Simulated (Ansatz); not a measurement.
Consider the following.

CaC$_{2}$:
```yaml
crystal:
  lattice:
    - [3.29744, 2.08307, 0.00000]
    - [-3.29744, 2.08307, 0.00000]
    - [-2.10674, 0.00000, 7.02154]
  atoms:
    - { symbol: Ca, position: [0.82278, 0.82278, 0.75000] }
    - { symbol: Ca, position: [0.17722, 0.17722, 0.25000] }
    - { symbol: C, position: [0.14250, 0.57693, 0.55927] }
    - { symbol: C, position: [0.85750, 0.42307, 0.44073] }
    - { symbol: C, position: [0.57693, 0.14250, 0.94073] }
    - { symbol: C, position: [0.42307, 0.85750, 0.05927] }
```

This is the r²SCAN-relaxed structure. Tensor components refer to the Cartesian frame of this cell.

Q: All from r²SCAN in the plane-wave PAW code Ansatz, unless another level is named. Give the band gap.

A: 2.31 eV (indirect).

Q: Next, the hole effective mass?

A: 1.3, 2.2, 6.1 mₑ (principal values).

Q: Predict the formation energy from the elements (no fitted shifts).

A: -0.14 eV/atom.

Q: Give the smallest direct gap on the standard path.

A: 2.99 eV.

Q: And the valence-band maximum?

A: on the Γ–C line, 63 % of the way from Γ (k = 0.224, 0.229, 0.000).

Q: Predict the weight of the valence-edge state by species (Voronoi cells).

A: C 90 %, Ca 10 %.

Space group C2/c. The first step of the workflow began from a Materials Project structure, measured or hypothetical; the Crystallography Open Database copy checked does not list it. COD files the formula under space group No. 2, so this cell is another polymorph or a model. Its standing as an ambient phase is unchecked. Symmetry was held in the r²SCAN relaxation; whether a distortion lowers the energy is not shown. The references are the lowest solids computed at this level, not always the standard phases.

Potentials: the later of the program's two PAW sets.
